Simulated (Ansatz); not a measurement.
Molecular dynamics on a 2×2×1 supercell (16 atoms) of InGaP2 (ordering on zincblende), relaxed with r2SCAN. Forces come from r2SCAN in Ansatz: Langevin thermostat and barostat (NPT), 200 K, steps of 2 fs. Classical nuclei, no spin polarisation; a few dozen steps show the first response, not equilibrium. The structure comes from a prototype and may be hypothetical.

```yaml
crystal:
  lattice:
    - [8.0086604325, 0.0, 0.0]
    - [0.0, 8.0086604325, 0.0]
    - [0.0, 0.0, 5.7125965219]
  atoms:
    - { symbol: Ga, position: [0.0, 0.0, 0.0] }
    - { symbol: P, position: [0.0, 0.25, 0.228648019] }
    - { symbol: In, position: [0.25, 0.25, 0.5] }
    - { symbol: P, position: [0.25, 0.0, 0.771351981] }
    - { symbol: Ga, position: [0.0, 0.5, 0.0] }
    - { symbol: P, position: [0.0, 0.75, 0.228648019] }
    - { symbol: In, position: [0.25, 0.75, 0.5] }
    - { symbol: P, position: [0.25, 0.5, 0.771351981] }
    - { symbol: Ga, position: [0.5, 0.0, 0.0] }
    - { symbol: P, position: [0.5, 0.25, 0.228648019] }
    - { symbol: In, position: [0.75, 0.25, 0.5] }
    - { symbol: P, position: [0.75, 0.0, 0.771351981] }
    - { symbol: Ga, position: [0.5, 0.5, 0.0] }
    - { symbol: P, position: [0.5, 0.75, 0.228648019] }
    - { symbol: In, position: [0.75, 0.75, 0.5] }
    - { symbol: P, position: [0.75, 0.5, 0.771351981] }
kpoints:
  mp_grid: { grid: [2, 2, 2] }
hamiltonian:
  xc: r2scan
scf:
  occupations: { method: fermi_dirac, width: 0.02 }
md:
  ensemble: npt_langevin
  temperature: 200
  timestep: 2.0
  n_steps: 20
  initial_velocities: maxwell_boltzmann
  seed: 4399
```

Run as `ansatz run input.yaml --threads 4 --pin off --max-ram 3686MiB --backend cpu --events-out ev --progress --plain --runs-dir out`. Wall time 4 min on 4 threads of Arm Neoverse V1, with other jobs on the host, load about 0.6 per core; peak host memory 2 GiB.

```csv
step,t (fs),T (K),free energy F from step 0 (meV/atom),kinetic energy (meV/atom),pressure (GPa),volume (Å³/atom),largest force (eV/Å)
0,0,188,0.0,24.2,0.16,22.90,0.03
1,2,172,0.2,22.3,0.15,22.90,0.11
2,4,153,0.8,19.8,0.12,22.91,0.22
3,6,143,1.6,18.5,0.09,22.92,0.33
4,8,139,2.6,18.0,0.05,22.94,0.42
5,10,127,3.8,16.4,0.00,22.96,0.51
6,12,128,5.0,16.6,-0.05,22.98,0.59
7,14,115,6.3,14.9,-0.09,22.99,0.65
8,16,98,7.5,12.7,-0.11,23.00,0.71
9,18,78,8.6,10.0,-0.13,23.01,0.79
10,20,73,9.5,9.4,-0.16,23.02,0.87
11,22,67,10.4,8.7,-0.20,23.04,0.94
12,24,73,11.1,9.5,-0.25,23.06,1.01
13,26,81,11.8,10.5,-0.32,23.08,1.06
14,28,80,12.3,10.3,-0.39,23.10,1.10
15,30,73,12.6,9.5,-0.47,23.13,1.12
16,32,81,12.9,10.5,-0.58,23.16,1.12
17,34,90,13.1,11.6,-0.69,23.19,1.11
18,36,95,13.2,12.3,-0.78,23.22,1.09
19,38,102,13.1,13.2,-0.85,23.24,1.05
20,40,108,13.0,14.0,-0.90,23.25,0.99
```

The temperature starts at 188 K, is lowest at step 11 (67 K, 22 fs) and ends at 108 K. The thermostat hasn't had time to restore it. The atoms start on their lattice sites with kinetic energy alone, so much of it first passes into potential energy.

Positions (Å) and forces (eV/Å) at step 20:
```
cell (Å): 8.049 0.000 0.000; 0.000 8.049 0.000; 0.000 0.000 5.742
Ga  -0.074   0.057   0.036     0.249  -0.253  -0.141
P    0.020   2.061   1.284    -0.385  -0.074   0.338
In   2.025   1.999   2.828    -0.192  -0.424   0.447
P    1.958  -0.032   4.502     0.210   0.583  -0.403
Ga   0.048   4.045  -0.016    -0.157   0.294  -0.039
P    0.026   6.098   1.372     0.128  -0.286  -0.939
In   1.995   6.070   2.907     0.379   0.005  -0.002
P    2.029   4.011   4.365    -0.006  -0.042   0.343
Ga   4.020  -0.008  -0.004    -0.049  -0.279  -0.019
P    4.029   1.985   1.313     0.079   0.030  -0.246
In   6.012   2.018   2.869     0.434   0.003   0.143
P    6.030  -0.053   4.399    -0.190   0.481   0.135
Ga   4.015   3.970  -0.031     0.242   0.379   0.004
P    4.004   6.013   1.322    -0.042  -0.008  -0.234
In   6.066   6.059   2.782    -0.487  -0.391   0.517
P    6.076   4.051   4.406    -0.213  -0.022   0.095
```
